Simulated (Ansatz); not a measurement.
ScAl$_{3}$ (Cu3Au type)

```
CELL_PARAMETERS angstrom
      4.10550     0.00000     0.00000
      0.00000     4.10550     0.00000
      0.00000     0.00000     4.10550
ATOMIC_POSITIONS crystal
  Al 0.00000 0.50000 0.50000
  Al 0.50000 0.50000 0.00000
  Al 0.50000 0.00000 0.50000
  Sc 0.00000 0.00000 0.00000
```

Two-dimensional scan of atom 1 (Al, nearest neighbour Al at 2.903 Å; its periodic images, 4.1 Å or more away, move with it): u runs along (0.707, 0.707, 0.000), v along (0.000, 0.000, 1.000) (Cartesian). Cell and other atoms are fixed.

These are PBE (plane waves to 420 eV, PAW, scalar-relativistic; Ansatz, an electronic-structure program) values and carry that method's errors. k mesh 9×9×9 (Γ-centred), Fermi-Dirac smearing 0.05 eV. The energy includes the smearing's −TS. With partly filled bands, energies and forces of such displacements shift with the k mesh and the smearing. ScAl3 is run without spin polarisation. ScAl3 was relaxed with its symmetry unable to fall. The last digit holds for this mesh only.

Changes of ΔE (eV/cell) from the point u = 0.000 Å, v = 0.000 Å when one coordinate moves alone (two changes are said to add if the coupling is within 5 % of the smaller one, nearly so within 20 %):

```json
[
 {"point": "u = 0.000 Å, v = -0.440 Å", "change": "0.6113"},
 {"point": "u = 0.000 Å, v = -0.293 Å", "change": "0.2677"},
 {"point": "u = 0.000 Å, v = -0.147 Å", "change": "0.0664"},
 {"point": "u = -0.440 Å, v = 0.000 Å", "change": "0.5620"},
 {"point": "u = -0.293 Å, v = 0.000 Å", "change": "0.2378"},
 {"point": "u = -0.147 Å, v = 0.000 Å", "change": "0.0578"},
 {"point": "u = 0.147 Å, v = 0.000 Å", "change": "0.0578"},
 {"point": "u = 0.293 Å, v = 0.000 Å", "change": "0.2378"},
 {"point": "u = 0.440 Å, v = 0.000 Å", "change": "0.5620"},
 {"point": "u = 0.000 Å, v = 0.147 Å", "change": "0.0664"},
 {"point": "u = 0.000 Å, v = 0.293 Å", "change": "0.2677"},
 {"point": "u = 0.000 Å, v = 0.440 Å", "change": "0.6113"}
]
```

Problem. What is the change at u = -0.440 Å, v = -0.293 Å, where both move, and how far is it from the sum?

Solution. The sum of the single changes is 0.5620 + (0.2677) = 0.8297; the calculation gives 0.8955, so the coupling contributes 0.0658 (over 20 % of the smaller single change, not additive).

Problem. What is the change at u = 0.293 Å, v = -0.293 Å, where both move, and how far is it from the sum?

Solution. The sum of the single changes is 0.2378 + (0.2677) = 0.5055; the calculation gives 0.5367, so the coupling contributes 0.0312 (under 20 % of the smaller single change, nearly additive).

Problem. What is the change at u = -0.440 Å, v = -0.147 Å, where both move, and how far is it from the sum?

Solution. The sum of the single changes is 0.5620 + (0.0664) = 0.6284; the calculation gives 0.6441, so the coupling contributes 0.0157 (over 20 % of the smaller single change, not additive).

(A displaced cell: forces are minus the slopes of the energy, force constants its curvatures, and phonons follow from these.)
